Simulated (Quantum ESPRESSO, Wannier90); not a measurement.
# Wannier functions of HfN (rock salt)

```xyz
2
Lattice="0.0000 2.2559 2.2559 2.2559 0.0000 2.2559 2.2559 2.2559 0.0000" Properties=species:S:1:pos:R:3 pbc="T T T"
Hf     0.0000     0.0000     0.0000
N      2.2559     2.2559     2.2559
```

Structure: Materials Project mp-2828, symmetrised, not relaxed again. COD (Crystallography Open Database) has an entry of this formula and space group (matched by these alone). Computed values, not measurements, from PBEsol: Quantum ESPRESSO (norm-conserving PseudoDojo potentials, cutoff 68 Ry, no spin polarisation, no spin-orbit coupling) on a Γ-centred 12×12×12 mesh, then Wannier90. Density: 12×12×12 mesh, cold smearing 0.01 Ry. Spin-orbit coupling is left out although heavy elements are present.

Base run: 8 functions from bands 6-22 of the 22 computed, start hydrogen-like Hf: d; N: p, frozen window up to 1.50 eV relative to the Fermi level, outer window open. Rows change the key named; with other orbitals the number of functions and the frozen window follow, as listed; window edges are relative to the Fermi level. The misfit compares interpolated bands with pw.x on a high-symmetry path, for states up to 1.0 eV relative to the Fermi level. Converged means that the tolerances were met: symmetric starts can stop on a saddle, which shows as a larger Ω_OD at equal Ω_I and can move the misfit too.

| setting | functions | frozen to (eV) | Ω_I (Å²) | Ω_D (Å²) | Ω_OD (Å²) | rms misfit (meV) | worst (meV) | ended |
|---|---|---|---|---|---|---|---|---|
| base | 8 | 1.50 | 10.88 | 0.00 | 0.38 | 2.8 | 18 | converged |

Problem. Starting from this base row, predict which settings stop with an error, and how Ω_I and the misfit move in the others: only the lowest 10 of the kept bands; only the lowest 12 of the kept bands; only the lowest 14 of the kept bands; dis_mix_ratio = 1.0.

Solution. 
```tsv
setting	functions	frozen to (eV)	Ω_I (Å²)	Ω_D (Å²)	Ω_OD (Å²)	rms misfit (meV)	worst (meV)	ended
only the lowest 10 of the kept bands	8	1.50	11.73	0.00	0.44	1.9	11	converged
only the lowest 12 of the kept bands	8	1.50	11.15	0.00	0.39	2.2	15	converged
only the lowest 14 of the kept bands	8	1.50	10.97	0.00	0.39	2.7	17	converged
dis_mix_ratio = 1.0	8	1.50	10.88	0.00	0.38	2.8	18	converged
```
